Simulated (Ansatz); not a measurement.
CaO:
```xyz
2
Lattice="0.0000 2.3537 2.3537 2.3537 0.0000 2.3537 2.3537 2.3537 0.0000" Properties=species:S:1:pos:R:3 pbc="T T T"
Ca     0.0000     0.0000     0.0000
O      2.3537     2.3537     2.3537
```

Relaxed with LDA.

### Question
Decompose the optical modes at the zone centre into irreducible representations, and say which are infrared and Raman allowed.

### Answer
Point group m-3m: Γ_opt = T1u. Infrared: T1u. Raman: none.

### Question
Assign frequencies (DFPT, the program Ansatz at the LDA level (PAW); without the LO–TO term).

### Answer
T1u 291 cm⁻¹.

Space group Fm-3m (rock salt). Symmetry was held in the LDA relaxation.

Potentials: the earlier of the program's two PAW sets. The files were generated under PBE; for other functionals the program regenerates the frozen cores, and for LDA and PBEsol the local potential too.
